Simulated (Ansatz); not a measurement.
**Data sheet: CaC₂ (DFT)**

CaC₂:
```yaml
crystal:
  lattice:
    - [-1.93307, 1.93307, 3.19643]
    - [1.93307, -1.93307, 3.19643]
    - [1.93307, 1.93307, -3.19643]
  atoms:
    - { symbol: Ca, position: [0.00000, 0.00000, 0.00000] }
    - { symbol: C, position: [0.59791, 0.59791, 0.00000] }
    - { symbol: C, position: [0.40209, 0.40209, 0.00000] }
```

Space group I4/mmm (No. 139), MoSi2 or CaC2 type; conventional cell a = b = 3.866 Å, c = 6.393 Å, α = β = γ = 90.00°.

Method: DFT-r²SCAN in the program Ansatz with PAW potentials. Structure relaxed to zero pressure with the same functional. Other levels are named where they apply.

**Cell and energy**

- Volume per atom: 15.93 Å³
- Density: 2.23 g/cm³
- Formation energy from the elements (no fitted shifts): -0.14 eV/atom

**Electronic structure**

Band gap: 1.66 eV (indirect)
Valence-band maximum: on the Γ–M line, 88 % of the way from Γ
Conduction-band minimum: at X (2 equivalent valleys)
Smallest direct gap on the standard path: 2.72 eV
Electron effective mass: 0.32, 0.35, 1.4 mₑ (principal values)
Hole effective mass: 2.3, 2.3, 6.5 mₑ (principal values)
HSE06 gap on the r²SCAN cell: 2.61 eV

**Mechanics**

- Bulk modulus (Birch–Murnaghan fit): 58.2 GPa
- Pressure derivative B′: 4.4

The workflow started from a Materials Project entry (that database holds measured and hypothetical structures alike); the Crystallography Open Database copy checked does not list it. COD files the formula under space group No. 2. Its standing as an ambient phase is unchecked. Symmetry was held in the r²SCAN relaxation; its stability against distortions is not shown here. The references are the lowest solids computed at this level, not always the standard phases.

Potentials: the later of the program's two PAW sets.
